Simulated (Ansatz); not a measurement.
An Ansatz input:

```yaml
crystal:
  lattice:
    - [-2.1263823034, 2.1263823034, 2.1263823034]
    - [2.1263823034, -2.1263823034, 2.1263823034]
    - [2.1263823034, 2.1263823034, -2.1263823034]
  atoms:
    - { symbol: La, position: [0.0, 0.0, 0.0] }
hamiltonian:
  xc: r2scan
  pseudopotentials:
    kind: paw_fr
    azcp:
      La: "pseudopotentials/La.paw.azcp"
basis:
  ecutwfc: 500
  fft_grid_basis: typed
kpoints:
  mp_grid: { grid: [10, 10, 10], shift: [0, 0, 0] }
magnetization:
  noncollinear: true
  spin_orbit: true
scf:
  occupations: { method: fermi_dirac, width: 0.1 }
```

Terminal output

```
Engine: ansatz 0.2.0, x86_64-unknown-linux-gnu
Pseudopotentials: kind: paw_fr
Pseudopotential: La, paw_fr, valence charge 11, recommended cutoff 500 eV (meta_gga) 
Functional definition: r2SCAN
  parameter k0 = 0.174
  parameter k1 = 0.065
  parameter a1 = 4.9479
  exchange = r2scan_x(k0 = k0, k1 = k1, a1 = a1)
  correlation = r2scan_c
non-collinear run that drives no moment, with spin-orbit: no starting moment large enough to seed its density (crystal.atoms[].spin), no starting occupations that ask for one, no magnetisation constraint and no magnetic field, so the semilocal B_xc is pinned to zero
Crystal: 1 atoms, lattice volume = 38.458 Å³
Basis set: ecut = 500 eV, 959 PW (Γ), exchange–correlation on 108×108×108 points (64 copies of the dense FFT grid, shifted against one another)
Bands: 20, of which v1, the nominal top of the filled ones, is band 11 counted from 1 (10 counted from 0)
Symmetry: 48 space group operations + 48 with time reversal
Magnetic group: BNS 229.141 (UNI 1643), of the structure as read, at distance tolerance 3.4e-5 Å
k-points: 47 of 1000
Projection manifold: j_resolved (fully-relativistic pseudo-atomic orbitals)
Non-local potential: La, projectors of the file, l = 0: 3, l = 1: 4, l = 2: 4, l = 3: 6
PAW form: soft (Blöchl's): semilocal exchange-correlation on the pseudo side does not see the compensation charge
PAW frozen core: La, regenerated for the run's functional (the file was generated under x = pbe(κ = 0.804, μ = 0.2195149727645171), c = pbe(β = 0.06672455060314922))
PAW one-centre angular grid: La, 974 points (default); XC on 285 of its mesh's 2815 points in the sphere
Initial density: superposition of atomic densities (chi_scale 0.1, normalization cell)
Initial wavefunctions: pseudopotential atomic-orbital guess
Functional: x = r2scan, c = r2scan; τ floored in thin density (d = 2e-4 eV/Å³)
iter 1 solved again at ethr=2.61e-3 eV; its pass at ethr=3.10e-3 eV (dr2=2.87e-1 eV) is discarded
SCF iter   1: F=—  HF=-6250.640116 eV  |F-HF|=—  |Δ(HF+E_count)|=         —  Δρ=2.60e-2  dr2=2.95e-1  dr2_τ=5.38e-4  dr2_m=0.00e0 (ungated)  ethr=2.61e-3  |M|=0.00e0 ∫|m|=0.00e0 μB  |m|>n=0.0e0 m-floor=0.0e0 τ_xc=0.0e0  β_m=0.30  ⟨swp⟩=1.0  Hψ=3317  notcnv=0
spin=Noncollinear: Kerker preconditioning applied to the charge; magnetization (m_x, m_y, m_z) channels mix plain (no charge-response kernel on spin).
SCF iter   2: F=—  HF=-6250.646740 eV  |F-HF|=—  |Δ(HF+E_count)|=   6.62e-3  Δρ=1.88e-2  dr2=1.58e-1  dr2_τ=8.36e-4  dr2_m=0.00e0 (ungated)  ethr=2.61e-3  |M|=0.00e0 ∫|m|=0.00e0 μB  |m|>n=0.0e0 m-floor=0.0e0 τ_xc=0.0e0  β_m=0.64  ⟨swp⟩=3.4  Hψ=839  notcnv=0
SCF iter   3: F=—  HF=-6250.590017 eV  |F-HF|=—  |Δ(HF+E_count)|=   5.67e-2  Δρ=2.05e-3  dr2=2.57e-3  dr2_τ=1.82e-5  dr2_m=0.00e0 (ungated)  ethr=1.44e-3  |M|=0.00e0 ∫|m|=0.00e0 μB  |m|>n=0.0e0 m-floor=0.0e0 τ_xc=0.0e0  β_m=0.80  ⟨swp⟩=5.4  Hψ=1284  notcnv=0
SCF iter   4: F=—  HF=-6250.592064 eV  |F-HF|=—  |Δ(HF+E_count)|=   2.05e-3  Δρ=1.03e-3  dr2=4.34e-4  dr2_τ=9.00e-7  dr2_m=0.00e0 (ungated)  ethr=2.34e-5  |M|=0.00e0 ∫|m|=0.00e0 μB  |m|>n=0.0e0 m-floor=0.0e0 τ_xc=0.0e0  β_m=0.88  ⟨swp⟩=2.7  Hψ=1033  notcnv=0
SCF iter   5: F=—  HF=-6250.592181 eV  |F-HF|=—  |Δ(HF+E_count)|=   1.17e-4  Δρ=4.02e-4  dr2=6.29e-5  dr2_τ=1.61e-7  dr2_m=0.00e0 (ungated)  ethr=3.94e-6  |M|=0.00e0 ∫|m|=0.00e0 μB  |m|>n=0.0e0 m-floor=0.0e0 τ_xc=0.0e0  β_m=0.94  ⟨swp⟩=2.1  Hψ=670  notcnv=0
SCF iter   6: F=—  HF=-6250.592241 eV  |F-HF|=—  |Δ(HF+E_count)|=   6.05e-5  Δρ=1.16e-4  dr2=5.15e-6  dr2_τ=1.73e-8  dr2_m=0.00e0 (ungated)  ethr=5.72e-7  |M|=0.00e0 ∫|m|=0.00e0 μB  |m|>n=0.0e0 m-floor=0.0e0 τ_xc=0.0e0  β_m=0.97  ⟨swp⟩=2.6  Hψ=690  notcnv=0
SCF iter   7: F=—  HF=-6250.592246 eV  |F-HF|=—  |Δ(HF+E_count)|=   4.48e-6  Δρ=1.95e-5  dr2=1.16e-7  dr2_τ=8.37e-10  dr2_m=0.00e0 (ungated)  ethr=4.68e-8  |M|=0.00e0 ∫|m|=0.00e0 μB  |m|>n=0.0e0 m-floor=0.0e0 τ_xc=0.0e0  β_m=0.99  ⟨swp⟩=3.0  Hψ=796  notcnv=0
SCF iter   8: F=-6250.592246 eV  HF=-6250.592246 eV  |F-HF|=4.19e-9  |Δ(HF+E_count)|=   1.28e-7  Δρ=4.59e-6  dr2=9.10e-9  dr2_τ=2.80e-11  dr2_m=0.00e0 (ungated)  ethr=9.09e-10  |M|=0.00e0 ∫|m|=0.00e0 μB  |m|>n=0.0e0 m-floor=0.0e0 τ_xc=0.0e0  ⟨swp⟩=2.9  Hψ=994  notcnv=0
SCF 1 converged in 8 iterations: F = -6250.592246 eV  dr2 = 9.10e-9
SCF converged after 8 iterations
Magnetization: |M| = 0.0000 μB,  M = (+0.0000, +0.0000, +0.0000) μB
Absolute magnetization: 0.0000 μB (∫|m|)
  site 0: m = (+0.0000, +0.0000, +0.0000) μB, |m| = 0.0000 μB  (R = 1.52 Å)
Free energy (F): -6250.592246 eV
Harris-Foulkes:  -6250.592246 eV  (|F-HF|=4.19e-9)
Internal energy: -6250.508463 eV  (E = F + TS)
E sigma→0 (E₀):  -6250.550354 eV
Entropy (-TS):   -0.083783 eV (-83.783 meV/atom)
Fermi energy:    10.732445 eV
--- Per-component energies (eV) ---
  E_band       = -56.804847
  E_kinetic    = 192.225933
  E_local      = -343.647150  (includes V_loc(G=0)·N_el)
  E_nonlocal   = 92.795387
  E_hartree    = 107.679999
  E_xc         = -131.514255
  E_vxc        = -159.750760  (∫ρ·V_xc dr)
  E_paw        = -5422.619561  (= ΣΔE_a)
  E_vpaw       = -62.118936  (= ΣTr[D̂ρ^β])
  E_aug_tail   = 0.000000  (compensation charges beyond the density's cutoff)
  E_vtau       = 8.332449  (kinetic-family band-sum trace: ∫τ·v_τ [+ j·A + Jᵃ·Aᵃ] dr)
  E_ewald      = -745.496734
  E_core_change = 0.067918  (= ΣΔE_core)
  E_smearing   = -0.083783  (= −TS)
  E_closure    = -0.000000  (closes the sum)
  Σ components = -6250.592246   (vs F -6250.592246, Δ=0.00e0)
```

Command:

```sh
ansatz run input.yaml --threads 1 --pin off --max-ram 3584MiB --backend cpu --events-out ev --progress --plain --runs-dir out
```

On 1 thread of Intel(R) Xeon(R) Platinum 8259CL CPU @ 2.50GHz (Skylake/Cascade Lake) (shared host) this took about 21 s of wall time and 21 s of CPU time.
